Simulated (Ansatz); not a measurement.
LiTaO3 (LiNbO3 type, space group R3c)

```yaml
crystal:
  lattice:
    - [2.56994, 1.48376, 4.59035]
    - [-2.56994, 1.48376, 4.59035]
    - [0.00000, -2.96752, 4.59035]
  atoms:
    - { symbol: Li, position: [0.70525, 0.70525, 0.70525] }
    - { symbol: Li, position: [0.20525, 0.20525, 0.20525] }
    - { symbol: Ta, position: [0.98836, 0.98836, 0.98836] }
    - { symbol: Ta, position: [0.48836, 0.48836, 0.48836] }
    - { symbol: O, position: [0.62303, 0.87045, 0.26262] }
    - { symbol: O, position: [0.87045, 0.26262, 0.62303] }
    - { symbol: O, position: [0.26262, 0.62303, 0.87045] }
    - { symbol: O, position: [0.76262, 0.37045, 0.12303] }
    - { symbol: O, position: [0.37045, 0.12303, 0.76262] }
    - { symbol: O, position: [0.12303, 0.76262, 0.37045] }
```

E(V) scan at fixed shape, V₀ the volume above. The atoms relax within the cell's symmetry.

The numbers are results of PBEsol (plane waves to 420 eV, PAW, scalar-relativistic; Ansatz, an electronic-structure program), not measurements. k mesh 8×8×8 (Γ-centred), Fermi-Dirac smearing 0.05 eV. E stands for the smeared free energy. With the shape held, the modulus is that of even scaling; a crystal free to change shape is softer. LiTaO3 is run without spin polarisation. LiTaO3 was relaxed with its symmetry unable to fall. Spin-orbit coupling is left out, though Ta is heavy. ΔE is measured from the relaxed starting cell.

| V (Å³/atom) | ΔE (meV/atom) |
|---|---|
| 9.452 | 50.7 |
| 9.662 | 31.4 |
| 9.872 | 17.0 |
| 10.082 | 7.3 |
| 10.292 | 1.8 |
| 10.502 | 0.0 |
| 10.712 | 1.6 |
| 10.922 | 6.3 |
| 11.132 | 13.5 |
| 11.342 | 22.7 |
| 11.553 | 33.7 |

Problem. What is the fitted pressure derivative B₀′?

Solution. 5.1.

Problem. What bulk modulus at fixed cell shape B₀ follows from a third-order Birch-Murnaghan fit?

Solution. 125 GPa. Check by three points about V = 10.502 Å³/atom, step 0.210: d²E/dV² ≈ (1.8 − 2·0.0 + 1.6) meV / 0.210² = 0.0771 eV/Å⁶, and V·d²E/dV² × 160.2 = 130 GPa.

(A scan under strain: stresses follow from slopes of the energy per volume, elastic moduli from its curvatures.)
